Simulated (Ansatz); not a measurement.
TiNi (CsCl type, Pm-3m) under volume change, DFT-PBEsol in the program Ansatz with PAW potentials, scaled uniformly.

```
V (Å³/atom)  E − E(relaxed) (meV/atom)  P (GPa)
-----------  -------------------------  -------
11.929                               …        …
12.323                            28.8    12.40
12.716                             6.8     5.71
13.109                             0.0    -0.01
13.503                               …        …
13.896                            23.5    -9.08
14.289                            50.3   -12.65
```

Some entries are withheld; supply them.


- 11.929, E − E(relaxed) (meV/atom): 68.6
- 11.929, P (GPa): 20.22
- 13.503, E − E(relaxed) (meV/atom): 6.2
- 13.503, P (GPa): -4.90

What does a third-order Birch–Murnaghan fit give for V₀, B₀ and B′?

V₀ = 13.11 Å³/atom, B₀ = 176 GPa, B′ = 4.2.

The first step of the workflow began from a Materials Project structure, measured or hypothetical; the Crystallography Open Database copy checked does not list it. COD files the formula under space group No. 11, 147, so this cell is another polymorph or a model. With Ti and Ni taken as one species the cell has the higher symmetry Im-3m, so it may be an ordered model of a mixed-site phase. Whether it is the stable phase at ambient conditions was not checked. The PBEsol relaxation kept the symmetry of its start; of distortions, only those at the zone centre were tested. No spin polarisation was allowed.

Potentials: the later of the program's two PAW sets.
